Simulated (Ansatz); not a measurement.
What internal relaxation does to the elastic constants of TiAl2

Computed with DFT LDA, scalar-relativistic, plane waves, PAW (Ansatz 0.2.0). Cutoff 420 eV, 10×10×10 k-points (Γ-centred), Fermi-Dirac smearing of 0.15 eV. No spin polarisation.

The cell, relaxed at this level:
```xyz
6
Lattice="1.9351 -5.9783 0.0000 1.9351 5.9783 0.0000 0.0000 0.0000 3.9266" Properties=species:S:1:pos:R:3 pbc="T T T"
Ti    1.9351   -1.8665    0.0000
Ti    1.9351    1.8665    0.0000
Al    0.0000    0.0000    0.0000
Al    1.9351   -3.9097    1.9633
Al    1.9351    3.9097    1.9633
Al    1.9351    0.0000    1.9633
```

In a metal, frequencies and elastic constants depend on the k mesh and the smearing, soft modes and shear constants most.

Clamped-ion constants (GPa, Voigt order; atoms follow the strain homogeneously):
C11 = 220.1, C12 = 68.1, C13 = 77.2, C22 = 228.6, C23 = 70.7, C33 = 205.8, C44 = 107.0, C55 = 106.4, C66 = 92.9 GPa; the others vanish.

Task: What are the constants once the atoms relax in each strained cell?

Result:
C11 = 216.6, C12 = 64.4, C13 = 78.7, C22 = 224.6, C23 = 72.5, C33 = 204.5, C44 = 106.9, C55 = 106.4, C66 = 88.0 GPa; the others vanish.
The Voigt shear modulus goes from 90.5 to 88.9 GPa and the Voigt bulk modulus from 120.7 to 119.6 GPa. Relaxation subtracts ΛᵀK⁻¹Λ/V, with Λ the forces that a strain puts on the atoms and K the zone-centre force constants. At a stable cell this can only lower the diagonal constants, and it acts only for strains that share their symmetry with an optical mode; elsewhere, and where the coupling is weak, the constants hardly move.